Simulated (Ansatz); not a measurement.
A calculation with the code Ansatz. Plane-wave DFT: natural occupations of the f shells on orthogonalised atomic orbitals at the end of the run, rising, by spin; atoms or cell relaxed as the task says.

```
cell
1.0
     5.2991    0.0000    3.5203
    -2.6495    4.5891    3.5203
    -2.6495   -4.5891    3.5203
Lu Eu Mg H
5 1 3 18
Direct
  0.0842 0.4275 0.7491
  0.4114 0.7477 0.0776
  0.7553 0.0827 0.4164
  0.5850 0.2482 0.9146
  0.2472 0.9144 0.5746
  0.9135 0.5763 0.2433
  0.9997 0.9969 0.0013
  0.3348 0.3337 0.3308
  0.6674 0.6661 0.6606
  0.5666 0.9283 0.7444
  0.8965 0.2638 0.0779
  0.2323 0.5981 0.4153
  0.4179 0.2340 0.5973
  0.7440 0.5634 0.9314
  0.0764 0.8912 0.2640
  0.2658 0.0814 0.8997
  0.5973 0.4183 0.2353
  0.9334 0.7424 0.5695
  0.1029 0.7373 0.9200
  0.4407 0.0632 0.2505
  0.7645 0.4005 0.5874
  0.4028 0.5867 0.7713
  0.7306 0.9181 0.1004
  0.0701 0.2517 0.4340
  0.2528 0.4391 0.0718
  0.5963 0.7717 0.4040
  0.9179 0.0989 0.7385
```

Starting moments (μB): Eu -6; others 0.

| quantity | value |
| --- | --- |
| cell charge | 0 e |
| spin | collinear |
| scf start | searched state |
| lower state search | off |
| functional | PBEsol |
| wave cutoff | 420 eV |
| k mesh | 3, 3, 3 |
| k shift | 0, 0, 0 mesh steps |
| gaussian smearing | 0.05 eV |
| task | relax cell and atoms |

How are the f shells occupied at the end?



```
shell atom  shell element  shell spin  shell occupation 1 (e)  shell occupation 2 (e)  shell occupation 3 (e)  shell occupation 4 (e)  shell occupation 5 (e)  shell occupation 6 (e)  shell occupation 7 (e)
         5             Eu          up                       0                       0                       0                       0                    0.01                    0.02                    0.02
         5             Eu        down                    0.94                    0.95                    0.95                    0.97                    0.97                    0.98                    0.98
```

Caveats: 4f shell without a U, which puts 4f levels too near the Fermi level; occupations loosely converged; open f or d shells may hold a state above the lowest.
